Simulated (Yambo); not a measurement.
Yambo run on CsSrF$_{3}$ (cubic perovskite, space group Pm-3m, No. 221). The wavefunctions come from this Quantum ESPRESSO step (PBEsol, PseudoDojo standard norm-conserving files, fully relativistic):

```
&CONTROL
  calculation = 'nscf'
  pseudo_dir = './pseudo'
  outdir = './out'
/
&SYSTEM
  ibrav = 0
  nat = 5
  ntyp = 3
  ecutwfc = 84.0
  ecutrho = 336.0
  occupations = 'fixed'
  force_symmorphic = .true.
  nbnd = 315
  noncolin = .true.
  lspinorb = .true.
/
&ELECTRONS
  conv_thr = 5e-09
  diago_full_acc = .true.
  diago_thr_init = 1e-08
/
ATOMIC_SPECIES
F 18.9984 F.upf
Sr 87.6200 Sr.upf
Cs 132.9055 Cs.upf
CELL_PARAMETERS angstrom
  4.763250000000   0.000000000000   0.000000000000
  0.000000000000   4.763250000000   0.000000000000
  0.000000000000   0.000000000000   4.763250000000
ATOMIC_POSITIONS crystal
F   0.000000000000   0.500000000000   0.500000000000
F   0.500000000000   0.000000000000   0.500000000000
F   0.500000000000   0.500000000000   0.000000000000
Sr   0.500000000000   0.500000000000   0.500000000000
Cs   0.000000000000   0.000000000000   0.000000000000
K_POINTS automatic
2 2 2 0 0 0
```

Yambo input:

```
rim_cut
gw0
dyson
el_el_corr
HF_and_locXC
ppa
em1d
RandQpts= 1000000
RandGvec= 1 Ry
EXXRLvcs= 84 Ry
VXCRLvcs= 336 Ry
Chimod= "HARTREE"
% BndsRnXp
 1 | 314 |
%
NGsBlkXp= 7 Ry
% LongDrXp
 1.0 | 1.0 | 1.0 |
%
PPAPntXp= 27.2114 eV
% GbndRnge
 1 | 314 |
%
GTermKind= "BG"
DysSolver= "n"
ExtendOut
% QPkrange
 1 | 1 | 38 | 42 |
 2 | 2 | 40 | 41 |
 3 | 3 | 40 | 41 |
 4 | 4 | 40 | 41 |
%
```

k points by index: 1 = Γ, 2 = X, 3 = M, 4 = R.

The o-*.qp file then holds:

```
#    K-point    Band    Eo [eV]    E [eV]    E-Eo [eV]    Vxc [eV]    Vnlxc [eV]    Sc|Eo [eV]    Sc|E [eV]    dSc/dw|Eo [eV]    Re(Z)    Im(Z)
#
    1    38    -0.70995E-13    -2.244629    -2.244629    -22.22751    -29.85160    4.838283    5.379457    -6.560158    0.805747    -0.001194
    1    39    -0.35498E-13    -2.265901    -2.265901    -22.22751    -29.85159    4.811847    5.358173    -6.560443    0.805740    -0.001194
    1    40    0.000000    -2.255881    -2.255881    -22.22751    -29.85159    4.824308    5.368202    -6.560250    0.805745    -0.001195
    1    41    6.226203    7.268073    1.041870    -8.025871    -3.807496    -3.047547    -3.176505    -3.367874    0.889864    -0.688875E-3
    1    42    6.226203    7.268073    1.041871    -8.025871    -3.807496    -3.047546    -3.176504    -3.367874    0.889864    -0.688875E-3
    2    40    -0.010887    -2.258063    -2.247176    -22.19297    -29.79581    4.816413    5.355660    -6.529377    0.806482    -0.001192
    2    41    7.852074    9.037767    1.185693    -9.122654    -4.900412    -2.878257    -3.036549    -3.632596    0.882226    -0.617965E-3
    3    40    -0.055995    -2.333628    -2.277632    -21.73679    -29.43726    4.859927    5.422836    -6.724757    0.801839    -0.001216
    3    41    8.131285    9.469555    1.338269    -9.477888    -4.956951    -3.002412    -3.182667    -3.664963    0.881301    -0.745550E-3
    4    40    -0.038096    -2.303716    -2.265620    -21.76745    -29.47199    4.878864    5.438922    -6.726160    0.801806    -0.001215
    4    41    8.435321    9.694791    1.259471    -8.569974    -4.085845    -3.059599    -3.224659    -3.565961    0.884136    -0.739855E-3
```
(The two width columns are left out.) Convergence of these settings isn't established.

Geometry of the Materials Project entry, not relaxed at this level.

The structure is a Materials Project entry; no match was found in the copy of COD used, and its stability was not checked.
